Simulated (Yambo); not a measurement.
CdClOH (space group P6_3mc, No. 186), G0W0@LDA (Yambo, plasmon pole, terminator in G, 3×3×1 mesh): gap Γ → Γ in eV by bands and screening block.

| bands (W and G) | 2 Ry | 3 Ry | 4 Ry | 6 Ry | 7 Ry |
|---|---|---|---|---|---|
| 57 | 4.73 | 4.69 | 4.68 | 4.71 | 4.72 |
| 80 | 4.49 | 4.46 | 4.47 | 4.54 | 4.55 |
| 113 | 4.33 | (withheld) | 4.32 | 4.41 | (withheld) |
| 151 | 4.25 | 4.22 | 4.24 | 4.34 | 4.36 |
| 192 | 4.22 | 4.18 | (withheld) | 4.31 | 4.33 |

Problem. Estimate the withheld gaps from their neighbours; the computed values follow.

Solution. 
- 113, 3 Ry: 4.30
- 113, 7 Ry: 4.43
- 192, 4 Ry: 4.20

The largest settings aren't shown to be the converged limit.

Spin-orbit coupling is not included.

Geometry of the Materials Project entry, not relaxed at this level; primitive cell a = b = 3.7349 Å, c = 10.4195 Å, α = β = 90.00°, γ = 120.00°.

The distance between layers or molecules is the database entry's, not relaxed here. Functionals without dispersion can leave it too large, which widens gaps and weakens the response across layers: the numbers belong to this cell.
